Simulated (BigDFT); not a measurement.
BigDFT run on the molecule C6H6ClF: self-consistent single point.

Method: PBE, Daubechies wavelet basis, HGH (Krack) norm-conserving potentials made for PBE, isolated boundary conditions run with BigDFT.

```xyz
14

C      0.6279     0.7036     2.4909
C      0.4751     1.0256     1.0393
Cl     0.8383     2.6587     0.5634
C     -0.0517     0.0889     0.1796
C     -0.1385     0.2547    -1.2659
C     -0.5917    -0.7520    -1.9486
C     -0.9474    -1.6510    -2.7135
F     -1.2536    -2.9030    -2.1622
H      0.0214     1.4253     3.0329
H      0.4366    -0.3445     2.7649
H      1.6703     0.9421     2.8067
H     -0.1776    -0.9205     0.5597
H      0.0620     1.2195    -1.7545
H     -1.1723    -1.6178    -3.7681
```

Reference input (self-consistent single point, DFT, PBE, Daubechies wavelet basis, HGH (Krack) norm-conserving potentials made for PBE, isolated boundary conditions): basis = Daubechies wavelets; dft.hgrids = 0.324 bohr; dft.rmult = 5 8; dft.ixc = 11; potentials = built-in HGH-K PBE; boundary_conditions = free; dft.gnrm_cv = 1e-04; dft.itermax = 80; dft.idsx = 6; dft.nrepmax = 3. This run's input differs from it in these lines:

```diff
@@ -3,3 +3,3 @@
   hgrids: 0.324
-  rmult: [5, 8]
+  rmult: [5, 4]
   ixc: 11
```

Output (repeated stretches shortened):

```
  #------------------------------------------------------------------- Self-Consistent Cycle
 Ground State Optimization:
 - Hamiltonian Optimization: &itrp001
   - Subspace Optimization: &itrep001-01
       Wavefunctions Iterations:
 iter:  1, EKS: -7.59879898740913973E+01, gnrm:  2.43E-01, D: -4.40E-01,
 iter:  2, EKS: -7.65641333014426380E+01, gnrm:  9.28E-02, D: -5.76E-01,
 iter:  3, EKS: -7.66623955198264184E+01, gnrm:  4.55E-02, D: -9.83E-02,
 iter:  4, EKS: -7.66944119248443315E+01, gnrm:  2.30E-02, D: -3.20E-02,
 iter:  5, EKS: -7.67027287895736549E+01, gnrm:  1.39E-02, D: -8.32E-03,
   [... lines left out ...]
 iter:  20, EKS: -7.67272882910338296E+01, gnrm:  1.15E-03, D: -8.19E-05,
 iter:  21, EKS: -7.67273274385452311E+01, gnrm:  6.92E-04, D: -3.91E-05,
 iter:  22, EKS: -7.67273488573595870E+01, gnrm:  5.27E-04, D: -2.14E-05,
 iter:  23, EKS: -7.67273563280397610E+01, gnrm:  3.23E-04, D: -7.47E-06,
 iter:  24, EKS: -7.67273599763762775E+01, gnrm:  1.97E-04, D: -3.65E-06,
 iter:  25, EKS: -7.67273611847757593E+01, gnrm:  1.30E-04, D: -1.21E-06,
 iter:  26, EKS: -7.67273617309937777E+01, gnrm:  8.65E-05, D: -5.46E-07,
       -  &FINAL001  { #---------------------------------------------------------- iter: 27
 iter:  27, EKS: -7.67273619637747970E+01, gnrm:  8.65E-05, D: -2.33E-07,  #FINAL
        #Eigenvalues and New Occupation Numbers
       Orbitals: [
   [... 19 lines left out ...]
 Last Iteration                        : *FINAL001
  #---------------------------------------------------------------------- Forces Calculation
 Total electronic charge               :  43.999998773139
 Electric Dipole Moment (AU):
   P vector                            :  [  2.998057E-01,  5.454604E-01,  5.412887E-01 ]
   norm(P)                             :  8.24866025E-01
 Electric Dipole Moment (Debye):
   P vector                            :  [  7.620301E-01,  1.386422E+00,  1.375818E+00 ]
   norm(P)                             :  2.09660011E+00
 BigDFT infocode                       :  0
   [... lines left out ...]
 -  {H: [-6.983143613026E-03, -1.112311665451E-02, -2.866842193857E-03]} # 0011
 -  {H: [-1.305606859237E-02, -3.050048382924E-03, -1.726951919662E-03]} # 0012
 -  {H: [ 3.082620773482E-02, -7.868283932696E-03, -5.833548468707E-04]} # 0013
 -  {H: [-3.096295873065E-02, -8.805868708387E-04, -1.099832945278E-02]} # 0014
 Energy (Hartree)                      : -7.67273619637747970E+01
 Force Norm (Hartree/Bohr)             :  1.72639918836262979E-01
```

The run converged in 27 iterations. Against the reference run the free energy goes up by 50.9 meV/atom and the largest force goes from 5.032 to 5.384 eV/Å.

The grid can part forces that symmetry would make equal. Forces above 1 eV/Å remain at this geometry. This run is one point of a test of settings, so its values need not be converged; read them against the reference run alone. The geometry comes from a cheaper method or was typed, in some cases with atoms then moved at random; it is not relaxed at this level, and the species need not be a known compound.

Cost on one core: very roughly 4 core-minutes.
